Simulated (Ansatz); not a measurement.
SrZn$_{2}$As$_{2}$ in space group P-3m1 (No. 164; Sr on 1a, Zn on 2d, As on 2d), DFT-r²SCAN in the program Ansatz with PAW potentials. The conduction-band minimum lies on the Γ–A line, 19 % of the way from Γ, with 2 equivalent valleys. Second derivatives d²E/dk² of the lowest band at one valley (eV·Å²), along Cartesian directions:

```tsv
direction	d²E/dk²
[100]	68.05
[010]	68.05
[001]	1.799
[110]	68.05
[101]	34.99
[011]	35.00
```

### Question
Find the principal effective masses, the density-of-states mass and the conductivity mass.

### Answer
Off-diagonal terms follow from H_xy = H[110] − (H_xx + H_yy)/2, and m*/mₑ = 7.620 eV·Å² over each eigenvalue: 0.11, 0.11, 4.2. One valley's DOS mass (m₁m₂m₃)^(1/3) = 0.38, conductivity mass 3/(Σ 1/mᵢ) = 0.17 mₑ.

### Question
What effective density of states Nc follows at 300 K for parabolic valleys?

### Answer
Nc = 2.509e19 × 2 × (0.38)^(3/2) ≈ 1.2e19 cm⁻³.

The workflow started from a Materials Project entry (that database holds measured and hypothetical structures alike); the Crystallography Open Database copy checked does not list it. Whether it is the stable phase at ambient conditions was not checked. The cell was relaxed with r²SCAN under the symmetry of its start; whether a distortion lowers the energy is not shown. Spin–orbit coupling is left out wherever it is not named.

Potentials: the later of the program's two PAW sets.

Edges and masses are those of Kohn–Sham bands, whose gap is no quasiparticle gap.
